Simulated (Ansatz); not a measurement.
Sb$_{3}$Au:
```cif
data_AuSb3
_chemical_formula_sum 'Sb3 Au1'
_space_group_name_H-M_alt 'P 1'
_space_group_IT_number 1
_cell_length_a 5.12483
_cell_length_b 5.12483
_cell_length_c 5.12483
_cell_angle_alpha 109.471
_cell_angle_beta 109.471
_cell_angle_gamma 109.471
loop_
_space_group_symop_operation_xyz
  'x, y, z'
loop_
_atom_site_label
_atom_site_type_symbol
_atom_site_fract_x
_atom_site_fract_y
_atom_site_fract_z
_atom_site_occupancy
Sb1 Sb 0.00000 0.50000 0.50000 1
Sb2 Sb 0.50000 0.00000 0.50000 1
Sb3 Sb 0.50000 0.50000 0.00000 1
Au1 Au 0.00000 0.00000 0.00000 1
```

Relaxed with r²SCAN.

Task: Which orbitals make up the states near the Fermi level in r²SCAN in the plane-wave PAW code Ansatz?

Result: Within 0.5 eV of the Fermi level: Sb 5p 75 %, Sb 5s 9 %, Au 5d 6 %, outside the projected shells 6 %. Projections are on Löwdin-orthogonalised atomic valence shells; empty p or d shells of many metals are not among them.

Task: Tabulate the density of states.

Result: States/eV per cell of 4 atoms, in 0.25 eV bins, energy from the Fermi level.

| E (eV) | total | Sb 5p | Au 5d | Sb 5s |
|---|---|---|---|---|
| -7.85 | 1.40 | 0.18 | 0.08 | 1.00 |
| -7.60 | 0.37 | 0.03 | 0.02 | 0.27 |
| -7.35 | 0.01 | 0.00 | 0.00 | 0.00 |
| -7.10 | 0.00 | 0.00 | 0.00 | 0.00 |
| -6.85 | 0.00 | 0.00 | 0.00 | 0.00 |
| -6.60 | 0.00 | 0.00 | 0.00 | 0.00 |
| -6.35 | 0.00 | 0.00 | 0.00 | 0.00 |
| -6.10 | 0.11 | 0.07 | 0.00 | 0.00 |
| -5.85 | 0.39 | 0.22 | 0.03 | 0.01 |
| -5.60 | 2.77 | 1.66 | 0.74 | 0.06 |
| -5.35 | 7.84 | 3.24 | 4.20 | 0.10 |
| -5.10 | 6.38 | 2.03 | 4.09 | 0.15 |
| -4.85 | 5.20 | 1.51 | 3.22 | 0.33 |
| -4.60 | 3.70 | 0.63 | 2.74 | 0.16 |
| -4.35 | 13.98 | 0.70 | 12.82 | 0.24 |
| -4.10 | 3.53 | 0.79 | 2.47 | 0.15 |
| -3.85 | 2.97 | 1.02 | 1.67 | 0.13 |
| -3.60 | 3.38 | 1.56 | 1.57 | 0.13 |
| -3.35 | 3.57 | 1.73 | 1.43 | 0.18 |
| -3.10 | 2.86 | 1.66 | 0.80 | 0.18 |
| -2.85 | 2.19 | 1.38 | 0.45 | 0.15 |
| -2.60 | 1.80 | 1.20 | 0.26 | 0.14 |
| -2.35 | 1.68 | 1.18 | 0.19 | 0.15 |
| -2.10 | 1.74 | 1.34 | 0.14 | 0.14 |
| -1.85 | 2.12 | 1.72 | 0.13 | 0.13 |
| -1.60 | 2.18 | 1.77 | 0.13 | 0.13 |
| -1.35 | 1.98 | 1.58 | 0.13 | 0.13 |
| -1.10 | 2.02 | 1.61 | 0.13 | 0.13 |
| -0.85 | 2.04 | 1.61 | 0.13 | 0.15 |
| -0.60 | 1.98 | 1.52 | 0.13 | 0.16 |
| -0.35 | 2.10 | 1.61 | 0.13 | 0.19 |
| -0.10 | 2.17 | 1.64 | 0.12 | 0.21 |
| 0.15 | 1.48 | 1.10 | 0.12 | 0.10 |
| 0.40 | 1.67 | 1.25 | 0.11 | 0.14 |
| 0.65 | 2.00 | 1.50 | 0.12 | 0.17 |
| 0.90 | 1.85 | 1.37 | 0.12 | 0.14 |
| 1.15 | 1.62 | 1.20 | 0.11 | 0.11 |
| 1.40 | 1.40 | 0.99 | 0.08 | 0.11 |
| 1.65 | 2.09 | 1.45 | 0.13 | 0.18 |
| 1.90 | 1.45 | 1.04 | 0.07 | 0.13 |
| 2.15 | 0.97 | 0.74 | 0.05 | 0.09 |
| 2.40 | 1.43 | 1.00 | 0.06 | 0.12 |
| 2.65 | 1.51 | 0.99 | 0.04 | 0.14 |
| 2.90 | 1.47 | 0.91 | 0.02 | 0.15 |
| 3.15 | 1.61 | 0.95 | 0.02 | 0.16 |
| 3.40 | 1.31 | 0.78 | 0.02 | 0.10 |
| 3.65 | 1.68 | 0.95 | 0.02 | 0.11 |
| 3.90 | 2.09 | 1.14 | 0.02 | 0.12 |
| 4.15 | 2.28 | 1.12 | 0.02 | 0.12 |
| 4.40 | 2.44 | 1.11 | 0.02 | 0.10 |
| 4.65 | 2.42 | 1.10 | 0.02 | 0.08 |

Space group Im-3m. The workflow started from an entry of the Crystallography Open Database (COD). Whether it is the stable phase at ambient conditions was not checked. Symmetry was held in the r²SCAN relaxation; its stability against distortions is not shown here. Spin–orbit coupling is left out wherever it is not named.

Potentials: the later of the program's two PAW sets.
